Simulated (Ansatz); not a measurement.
## LaZn: stiffness from a series of strains

```xyz
2
Lattice="3.7500 0.0000 0.0000 0.0000 3.7500 0.0000 0.0000 0.0000 3.7500" Properties=species:S:1:pos:R:3 pbc="T T T"
La    1.8750    1.8750    1.8750
Zn    0.0000    0.0000    0.0000
```

Atom numbers follow the list: La1, Zn2.

The geometry is COD entry 9008827, unchecked; take it as a test cell.

Spin–orbit coupling is left out, though it moves levels of the heavy atoms by tenths of an eV or more.

Method: DFT, LDA, all-electron LAPW, scalar-relativistic (Ansatz 0.2.0).

Sampling and basis: a Γ-centred 9×9×9 k mesh, Fermi–Dirac smearing of 0.05 eV, basis error target 1 meV/atom, no spin polarisation.

The strain is applied along the Cartesian axes of the cell as listed (γ is the engineering shear, twice εxy = εyz = εzx). Fractional coordinates are held (clamped ions).

σ is the change of stress from the unstrained cell, which is at -4.02 GPa; tension is positive, so slopes are stress–strain coefficients at that pressure. In a metal the k mesh adds noise.

Only quantities that a quadratic follows smoothly over the whole series are listed; rougher ones are left out.

```
      γ  σxy (GPa)
-0.0200      -0.62
 0.0000       0.00
 0.0100       0.28
 0.0200       0.55
```

Q: Fit the series and read off the stiffness at zero strain.

A: Least-squares fits y = p0 + p1 x + p2 x² to the rows give σxy (GPa): p1 = 29.2, p2 = -84. So C44 (clamped ions) = 29 GPa.

Q: One run, at γ = -0.0100, is withheld. Predict its row.

A: The fits give -0.30; the run gave -0.30.
